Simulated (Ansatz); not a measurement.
BP (zinc blende)

```
BP
1.0
    0.00000     2.27421     2.27421
    2.27421     0.00000     2.27421
    2.27421     2.27421     0.00000
P B
1 1
Direct
  0.25000   0.25000   0.25000
  0.00000   0.00000   0.00000
```

Equation-of-state scan: isotropic scaling of the cell above, V₀ being its volume. Symmetry pins the atoms to their sites.

Method: PBE (plane waves to 420 eV, PAW, scalar-relativistic; Ansatz, a program for electronic structure). k mesh 13×13×13 (Γ-centred), Fermi-Dirac smearing 0.05 eV. E stands for the smeared free energy. BP was relaxed with its symmetry unable to fall. ΔE is measured from the relaxed starting cell.

Task: What ΔE (meV/atom) does the calculation give at V/V₀ = 0.940, 0.964, 0.976, 0.988, 1.012, 1.024, 1.036, 1.048?

Result: 
```csv
V/V₀,ΔE (meV/atom)
0.940,23.6
0.964,8.2
0.976,3.6
0.988,0.9
1.012,0.8
1.024,3.3
1.036,7.3
1.048,12.7
```

(Under strain, the slope of the energy per volume gives the stress and its curvature an elastic modulus.)
